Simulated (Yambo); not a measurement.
# Cs2SiF6: lowest vertical excitons

```
Cs2SiF6
1.0
    0.00000     4.41410     4.41410
    4.41410     0.00000     4.41410
    4.41410     4.41410     0.00000
F Si Cs
6 1 2
Direct
  0.80699   0.19301   0.80699
  0.19301   0.80699   0.19301
  0.80699   0.19301   0.19301
  0.19301   0.80699   0.80699
  0.80699   0.80699   0.19301
  0.19301   0.19301   0.80699
  0.00000   0.00000   0.00000
  0.75000   0.75000   0.75000
  0.25000   0.25000   0.25000
```

The geometry is that of Materials Project entry mp-4047, symmetrised and not relaxed again.

BSE in Yambo on PBEsol (Quantum ESPRESSO, PseudoDojo norm-conserving, 84 Ry, scalar-relativistic) bands: 4×4×4 mesh, 17 valence and 13 conduction bands, static screening with 93 bands and a 3 Ry block, scissor 3.78 eV, Tamm-Dancoff; field along x.

```tsv
state	energy (eV)	states within 2 meV	relative strength	class	main transitions
1	9.49	3	< 0.01	dark	several band pairs
2	10.06	3	1.00	strong	several band pairs
3	10.08	3	< 0.01	dark	several band pairs
4	10.38	3	< 0.01	dark	several band pairs
5	10.43	3	< 0.01	dark	several band pairs
6	10.57	1	< 0.01	dark	several band pairs
7	10.57	2	< 0.01	dark	several band pairs
8	10.58	3	0.01	weak	several band pairs
```

These are vertical excitations (zero momentum). The direct quasiparticle gap on this mesh is 11.04 eV; counted from there, state 1 is bound by 1.55 eV. Convergence with the mesh was not shown.

Spin singlets only. Strengths are relative to the strongest of the lowest states of this run; strong means a line over 3 % of the spectrum's maximum, dark under 0.03 %. Absolute energies carry the error of the G0W0 scissor, whose convergence isn't established.
